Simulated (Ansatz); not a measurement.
Here is the system:

ZnSO4:
```yaml
crystal:
  lattice:
    - [0.00000, 3.89613, 3.89613]
    - [3.89613, 0.00000, 3.89613]
    - [3.89613, 3.89613, 0.00000]
  atoms:
    - { symbol: Zn, position: [0.75000, 0.75000, 0.75000] }
    - { symbol: S, position: [0.00000, 0.00000, 0.00000] }
    - { symbol: O, position: [0.89094, 0.32719, 0.89094] }
    - { symbol: O, position: [0.32719, 0.89094, 0.89094] }
    - { symbol: O, position: [0.89094, 0.89094, 0.89094] }
    - { symbol: O, position: [0.89094, 0.89094, 0.32719] }
```

This is the PBEsol-relaxed structure. x, y and z are the axes in which the lattice vectors are written.

Question: All from PBEsol in the plane-wave PAW code Ansatz, unless another level is named. Give the bulk modulus (Birch–Murnaghan fit).

Answer: 77.1 GPa.

Question: What about the piezoelectric stress constants (proper, relaxed ions, C/m²)?

Answer: e14 = e25 = e36 = 0.45.

Space group F-43m. The first step of the workflow began from a Materials Project structure, measured or hypothetical; the Crystallography Open Database files this formula in space group No. 216, but the cells were not matched. Whether it is the stable phase at ambient conditions was not checked. Symmetry was held in the PBEsol relaxation; whether a distortion lowers the energy is not shown.

Potentials: the later of the program's two PAW sets.
